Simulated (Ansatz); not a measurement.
Data sheet: Re₂C (DFT)

Re₂C:
```cif
data_CRe2
_chemical_formula_sum 'C1 Re2'
_space_group_name_H-M_alt 'P-3m1'
_space_group_IT_number 164
_space_group_name_Hall '-P 3 2"'
_cell_length_a 2.83217
_cell_length_b 2.83217
_cell_length_c 5.02768
_cell_angle_alpha 90.000
_cell_angle_beta 90.000
_cell_angle_gamma 120.000
loop_
_atom_site_label
_atom_site_type_symbol
_atom_site_symmetry_multiplicity
_atom_site_Wyckoff_symbol
_atom_site_fract_x
_atom_site_fract_y
_atom_site_fract_z
_atom_site_occupancy
C1 C 1 a 0.00000 0.00000 0.00000 1
Re1 Re 2 d 0.33333 0.66667 0.27256 1
```

Space group P-3m1 (No. 164); conventional cell a = 2.8322 Å, b = 2.8322 Å, c = 5.0277 Å, α = 90.00°, β = 90.00°, γ = 120.00°.

Method: r²SCAN in the plane-wave PAW code Ansatz. Geometry: relaxed at this level of theory. Other levels are named where they apply.

### Cell and energy

* **Volume per atom**: 11.64 Å³
* **Density**: 18.28 g/cm³
* **Formation energy from the elements (no fitted shifts)**: 0.45 eV/atom

### Electronic structure

* **Electronic character**: metallic (no gap)
* **Density of states at the Fermi level**: 0.65 states/eV per atom (mean over ±0.08 eV)
* **Gap with spin–orbit coupling**: none (metallic)

### Mechanics

- Bulk modulus (Birch–Murnaghan fit): 382 GPa
- Pressure derivative B′: 4.7

A made-up cell: these elements were put on the sites of a structure type; neither database checked (COD, Materials Project) lists it. Its standing as an ambient phase is unchecked. The cell was relaxed with r²SCAN under the symmetry of its start; its stability against distortions is not shown here. No spin polarisation was allowed. The references are the lowest solids computed at this level, not always the standard phases. Scalar-relativistic: spin–orbit coupling is off unless named, which matters more the heavier the elements.

Potentials: the earlier of the program's two PAW sets.
